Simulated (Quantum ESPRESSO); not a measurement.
Parts of the isotropic shielding in BeSe, by GIPAW with PBE in a modified build of Quantum ESPRESSO, on JTH PAW datasets, 20 Ha, k-mesh 6×6×6 shifted:

```xyz
2
Lattice="0.0000 2.5840 2.5840 2.5840 0.0000 2.5840 2.5840 2.5840 0.0000" Properties=species:S:1:pos:R:3 pbc="T T T"
Be     0.0000     0.0000     0.0000
Se     1.2920     1.2920     1.2920
```
The cell comes from the Materials Project (a computed structure). It is BeSe in F-43m; whether this form has been observed was not checked. Stability against distortions was not tested.

The core term is that of the free atom's frozen core; the paramagnetic column sums the reconstruction terms. These are absolute shieldings with no macroscopic susceptibility term; δ = σ_ref − σ needs a reference computed alike. By our sweeps, such settings leave a few ppm in absolute σ on light atoms and up to some 20 ppm from Zn on. Spin–orbit coupling is left out; its weight grows with the heaviest atom, Se here. No d partial waves on Se: the paramagnetic term there is incompletely reconstructed.

```csv
site,core,bare (smooth current),diamagnetic correction,paramagnetic corrections,σ_iso (ppm)
Be (atom 1),0.0,-12.5,113.4,…,…
Se (atom 2),2991.5,39.3,-6.0,…,…
```

### Question
Some entries are withheld; supply them.

### Answer

- Be (atom 1), paramagnetic corrections: -16.0
- Be (atom 1), σ_iso (ppm): 84.8
- Se (atom 2), paramagnetic corrections: -959.3
- Se (atom 2), σ_iso (ppm): 2065.4
